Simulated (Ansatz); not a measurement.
Space group Pn-3m:1 (No. 224). a = 6.669 Å, b = 6.669 Å, c = 6.669 Å, α = 90.00°, β = 90.00°, γ = 90.00°
```
atom site symmetry x y z
  Si    2a      -43m  0.5000  0.5000  0.5000
   C    4c      .-3m  0.7500  0.2500  0.2500
   N    8e       .3m  0.1455  0.8545  0.1455
```

Equation of state of this SiC2N4 structure (not necessarily the ground state), with shape and atoms relaxed at each volume where symmetry leaves them free. The calculation used DFT PBEsol, scalar-relativistic, plane waves, PAW (Ansatz 0.2.0).

Plane waves to 420 eV, a k mesh through Γ of 4×4×4 on the computed 14-atom cell and Gaussian smearing (0.02 eV); no spin polarisation.

```csv
V (Å³/atom),E − E(largest V) (meV/atom),P (GPa),gap on mesh (eV)
18.644,64.09,17.39,4.45
19.280,5.98,12.02,4.41
19.915,-32.31,7.40,4.35
20.551,-53.63,3.42,4.29
21.187,-60.15,-0.02,4.23
21.822,-54.10,-2.98,4.17
22.458,-37.01,-5.53,4.11
23.305,0.00,-8.38,4.03
```

Question: Fit a third-order Birch–Murnaghan equation to E(V).

Answer: V0 = 21.18 Å³/atom, B0 = 106 GPa, B0' = 3.9.

The gaps are read on the mesh, which can miss the band edges, so they can be too wide.

Cost: 8 runs of about 2.8 core-minutes in all, on Intel Xeon 6975P-C (Granite Rapids) (shared hosts).